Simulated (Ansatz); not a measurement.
B-11 nuclear quadrupole resonance in BN

Cell: an entry of the Crystallography Open Database (COD), whose atoms a relaxation with PBE at fixed cell left in place.

```cif
data_structure
_symmetry_space_group_name_H-M 'P 1'
_symmetry_Int_Tables_number 1
_cell_length_a 2.5400
_cell_length_b 2.5400
_cell_length_c 6.5980
_cell_angle_alpha 90.000
_cell_angle_beta 90.000
_cell_angle_gamma 120.000
_cell_volume 36.86
loop_
_atom_site_label
_atom_site_type_symbol
_atom_site_fract_x
_atom_site_fract_y
_atom_site_fract_z
_atom_site_occupancy
B1 B 0.33333 0.66667 0.25000 1
B2 B 0.66667 0.33333 0.75000 1
N3 N 0.33333 0.66667 0.75000 1
N4 N 0.66667 0.33333 0.25000 1
```

Atom numbers follow the list; atoms alike are taken as one site, whose name carries the number of the first.

Method: Kohn–Sham DFT in Ansatz, PBE, plane waves and PAW, scalar-relativistic, 420 eV cutoff, Γ-centred 13×13×5 k-points, Fermi–Dirac smearing 0.02 eV.

B-11: I = 3/2, Q = 40.59 mb (year-2017 value). Static lattice, zero field.

Task: Predict the zero-field B-11 lines of each site.

Result: For I = 3/2 there is one line, ν = (|C_Q|/2)(1 + η²/3)^½.

```tsv
site	atoms	V_zz (10²¹ V/m²)	C_Q (MHz)	η	line frequencies (MHz)
B	1, 2	2.74	2.69	0.00	1.35
```

Task: And for 10B (I = 3, Q = 84.59 mb) on B?

Result: C_Q scales with Q to 5.61 MHz, with lines at 0.280, 0.841, 1.40 MHz.

An axis of threefold or higher order runs through B, so V_zz lies along it and η is zero.

At this cell the PBE pressure is -6 GPa (principal stresses up to 11 GPa in size), so it isn't the equilibrium cell of PBE. The entry's cell may itself be off.

The relaxation (1 step) took 2.1 s of wall time (2.1 s of CPU time) and 0.41 GiB at its peak, on 1 thread of Intel Xeon Platinum 8488C (Sapphire Rapids) (x86_64; 16 cores open to the job, memory cap 3.0 GiB, no GPU), a shared host with a load of 0.3 a core.
